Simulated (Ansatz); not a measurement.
Zr2TlC:
```xyz
8
Lattice="3.3457 0.0000 0.0000 -1.6728 2.8974 0.0000 0.0000 0.0000 14.9096" Properties=species:S:1:pos:R:3 pbc="T T T"
Zr     0.0000     1.9316     8.6764
Zr     1.6728     0.9658     6.2332
Zr     1.6728     0.9658     1.2216
Zr     0.0000     1.9316    13.6880
Tl     0.0000     1.9316     3.7274
Tl     1.6728     0.9658    11.1822
C      0.0000     0.0000     0.0000
C      0.0000     0.0000     7.4548
```

Relaxed with PBEsol. Special points in fractions of this cell's reciprocal vectors: Γ (0.000, 0.000, 0.000); M (0.500, 0.000, 0.000); K (0.333, 0.333, 0.000); A (0.000, 0.000, 0.500); L (0.500, 0.000, 0.500); H (0.333, 0.333, 0.500).

Q: List the band energies nearest the Fermi level at these points for the program Ansatz at the PBEsol with spin–orbit coupling level (PAW).

A: In eV from the Fermi level; about four levels below and three above (degenerate sets whole), none deeper than 8.9 eV; points with the same levels are listed once.

```tsv
k	below	above
Γ	-2.21 -2.21 -1.50 -1.50	0.61 0.61 0.84 0.84
M	-0.65 -0.65 -0.61 -0.61	2.59 2.59 2.80 2.80
K	-0.56 -0.56 -0.22 -0.22	0.10 0.10 1.33 1.33
A	-1.85 -1.85 -1.85 -1.85	0.74 0.74 0.74 0.74
L	-0.63 -0.63 -0.63 -0.63	2.86 2.86 2.86 2.86
H	-0.48 -0.48 -0.11 -0.11	0.74 0.74 0.83 0.83
```

Space group P6_3/mmc. The workflow started from a Materials Project entry (that database holds measured and hypothetical structures alike); the Crystallography Open Database copy checked does not list it. Whether it is the stable phase at ambient conditions was not checked. The cell was relaxed with PBEsol under the symmetry of its start; of distortions, only those at the zone centre were tested. The run is not spin-polarised.

Potentials: the earlier of the program's two PAW sets.
